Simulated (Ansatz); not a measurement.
## What DFT gives for YNiSb2

```xyz
8
Lattice="4.4497 0.0000 0.0000 2.2248 -5.4126 0.0000 0.0000 0.0000 -7.1307" Properties=species:S:1:pos:R:3 pbc="T T T"
Sb    2.2248   -1.5588   -6.7314
Sb    4.4497   -3.8538   -3.1660
Sb    4.4497   -3.8538   -0.3993
Sb    2.2248   -1.5588   -3.9647
Ni    4.4497   -2.2625   -5.3480
Ni    2.2248   -3.1502   -1.7827
Y     2.2248   -4.6332   -5.3480
Y     4.4497   -0.7794   -1.7827
```

The numbers come from plane-wave PAW DFT (Ansatz): r2SCAN, no spin polarisation, 500 eV, 8×8×5 Γ-centred k points, fermi-dirac occupations (width 0.1 eV). Nothing was relaxed.

- Electronic structure: It is a metal, with about 6.5 states/eV a cell as the mean within 0.25 eV of the Fermi level, mostly Y d (31 %), Sb p (29 %) and Ni d (25 %).
- Stress: The pressure is 2.1 GPa (compression positive), so with the atoms held at these fractions the cell would first expand; the forces are large, so a full relaxation may end otherwise. The principal stresses -3.7, 2.4, 7.6 GPa differ, so its shape would change too.
- Forces: The largest is on Sb2 (and as large on other atoms): 1.18 eV/Å, components (0.00, -0.32, -1.14). It makes 52° with the line to a nearest neighbour, Ni5 at 2.70 Å.
- Contacts: Sb–Ni at 2.70 Å: least valence density 0.32 e/Å³ and ELF 0.38 there. Sb–Sb at 2.77 Å: least valence density 0.35 e/Å³ and ELF 0.40 there. Ni–Y at 3.04 Å: least valence density 0.15 e/Å³ and ELF 0.13 there. Both are smooth PAW fields, read partly inside the augmentation spheres.
- Charges: Bader charges in e: Y +1.59, Ni -0.37, Sb -0.61. In the mean Y gives up most and Sb takes most.

Origin: a known structure type with other elements, at an estimated volume, so it need not be a known compound. Caveats: no spin polarisation, so a magnetic state may lie lower.
